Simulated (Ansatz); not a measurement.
VCu3S4 in space group P-43m (No. 215; V on 1a, Cu on 3d, S on 4e), DFT-LDA in the program Ansatz with PAW potentials, all energies at zero smearing, with the estimated change up to a 700 eV cutoff added, with one set of potentials and settings (totals compare only within such a set). Cell of 8 atoms (1 V, 3 Cu, 4 S): -26010.746 eV.

```csv
element,reference phase,E (eV/atom)
V,"Im-3m, 1 atoms in the cell",-2860.4601
Cu,"Fm-3m, 1 atoms in the cell",-6555.7242
S,"Fddd, 32 atoms in the cell",-869.4931
```

Formation energy per atom, worked out: (-26010.746 − 1×(-2860.4601) − 3×(-6555.7242) − 4×(-869.4931))/8 = -0.643 eV/atom (-62 kJ per mol of atoms), at 0 K, without zero-point energy or fitted corrections.

The workflow started from a Materials Project entry (that database holds measured and hypothetical structures alike); the Crystallography Open Database files this formula in space group No. 215, but the cells were not matched. Its standing as an ambient phase is unchecked. The LDA relaxation kept the symmetry of its start; phonons on a q-mesh show no instability. The run is not spin-polarised. The references are the lowest solids computed at this level, not always the standard phases.

Potentials: the later of the program's two PAW sets.
